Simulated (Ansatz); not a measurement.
Consider the following.

W:
```cif
data_W8
_chemical_formula_sum 'W8'
_space_group_name_H-M_alt 'Fd-3m :1'
_space_group_IT_number 227
_space_group_name_Hall 'F 4d 2 3 -1d'
_cell_length_a 5.83019
_cell_length_b 5.83019
_cell_length_c 5.83019
_cell_angle_alpha 90.000
_cell_angle_beta 90.000
_cell_angle_gamma 90.000
loop_
_atom_site_label
_atom_site_type_symbol
_atom_site_symmetry_multiplicity
_atom_site_Wyckoff_symbol
_atom_site_fract_x
_atom_site_fract_y
_atom_site_fract_z
_atom_site_occupancy
W1 W 8 b 0.50000 0.50000 0.50000 1
```
(The calculation used a cell of 2 atoms; values per cell refer to that cell.)

This is the PBE-relaxed structure.

Task: All from PBE (plane waves, PAW; program Ansatz), unless another level is named. Predict the density of states at the Fermi level.

Result: 1.6 states/eV per atom (mean over ±0.08 eV).

Task: Next, the gap with spin–orbit coupling?

Result: none (metallic).

The start of the workflow was typed in or built on a structure type; neither database checked (COD, Materials Project) lists it. It is not the phase usual at ambient conditions (space group No. 229). The cell was relaxed with PBE under the symmetry of its start; whether a distortion lowers the energy is not shown. The run is not spin-polarised. Scalar-relativistic: spin–orbit coupling is off unless named, which matters more the heavier the elements.

Potentials: the later of the program's two PAW sets.
